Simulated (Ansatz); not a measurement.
The cell below belongs to a search over invented structures; it isn't taken from experiment.

Input and command of a plane-wave DFT calculation in Ansatz:

```yaml
crystal:
  lattice:
    - [2.7914987, -3.49444343, 0.0]
    - [2.7914987, 3.49444343, 0.0]
    - [0.0, 0.0, 5.56463516]
  atoms:
    - { symbol: Hf, position: [0.0, 0.5, 0.0] }
    - { symbol: Hf, position: [0.5, 0.0, 0.0] }
    - { symbol: Hf, position: [0.0, 0.0, 0.5] }
    - { symbol: H, position: [0.27608831, 0.72391169, 0.5] }
    - { symbol: H, position: [0.72391169, 0.27608831, 0.5] }
    - { symbol: H, position: [0.70772478, 0.70772478, 0.0] }
    - { symbol: H, position: [0.29227522, 0.29227522, 0.0] }
basis:
  ecutwfc: 420
kpoints:
  mp_grid: { grid: [4, 4, 3] }
hamiltonian:
  xc: pbe
scf:
  occupations: { method: gaussian, width: 0.2 }
  lower_state_search: "off"
output:
  forces: true
  stress: true
  eigenvalues: true
relax:
  adjacent_minimum: "off"
  f_tol: 0.08
  max_steps: 16
  cell: { stress_tol: 0.8 }
```

```bash
ansatz run input.yaml --threads 1 --pin off --max-ram 2560MiB --backend cpu --events-out ev --progress --plain --runs-dir out
```

Processor: Arm Neoverse V1, 1 thread, on a host shared with other jobs.

Question: How long does it run, and how much memory does it take?

Answer: About 110 s, peak memory 0.39 GiB. It solves 50 bands at 14 k points (after reduction by symmetry) with about 1675 plane waves (on the last cell), in 111 SCF iterations over 16 ionic steps.
